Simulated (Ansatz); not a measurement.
# How much do the gradients of Ca7Mg2N6 depend on the method?

Cell: a computed structure from the Materials Project (it need not be an observed phase), its atoms then relaxed with PBE in this cell.

Space group C2/m (No. 12); a = 6.1423, b = 12.6604, c = 6.4233 Å, β = 94.58°.

| site | Wyckoff | site symmetry | x | y | z |
| --- | --- | --- | --- | --- | --- |
| Ca1 | 2b | 2/m | 0.5000 | 0.0000 | 0.0000 |
| Ca2 | 4h | 2 | 0.5000 | 0.1223 | 0.5000 |
| Ca4 | 8j | 1 | 0.6500 | 0.6726 | 0.8253 |
| Mg | 4i | m | 0.8788 | 0.0000 | 0.6730 |
| N10 | 8j | 1 | 0.7600 | 0.8549 | 0.8035 |
| N14 | 4i | m | 0.7554 | 0.0000 | 0.3404 |

One atom of each set is listed; the run and its k-mesh use a cell of 15 atoms with edges of 7.04, 7.04, 6.42 Å.

First run. The numbers come from a DFT calculation in Ansatz (PBE, plane waves and PAW, scalar-relativistic, 420 eV cutoff, Γ-centred 5×5×5 k-points, Fermi–Dirac smearing 0.02 eV).

```json
{"site": "Ca1", "V_zz (10²¹ V/m²)": "-3.18", "η": "0.67"}
{"site": "Ca2", "V_zz (10²¹ V/m²)": "-7.59", "η": "0.50"}
{"site": "Ca4", "V_zz (10²¹ V/m²)": "-3.88", "η": "0.37"}
{"site": "Mg", "V_zz (10²¹ V/m²)": "0.89", "η": "0.92"}
{"site": "N10", "V_zz (10²¹ V/m²)": "2.42", "η": "0.75"}
{"site": "N14", "V_zz (10²¹ V/m²)": "-0.74", "η": "0.97"}
```

Second run. The same atoms and settings, except that the functional is PBEsol.

(1) What does the second run give?

## Answers

(1) 

| site | V_zz | η | change of V_zz |
| --- | --- | --- | --- |
| Ca1 | -3.14 | 0.66 | +0.04 |
| Ca2 | -7.48 | 0.50 | +0.11 |
| Ca4 | -3.80 | 0.38 | +0.08 |
| Mg | 0.86 | 0.94 | -0.03 |
| N10 | 2.40 | 0.74 | -0.02 |
| N14 | -0.73 | 0.97 | +0.01 |

The largest change of V_zz is on Ca2, from -7.59 to -7.48. In per cent, |V_zz| changes by -2 to -1 on Ca, -4 on Mg, -1 on N (all sites that start above 0.5).
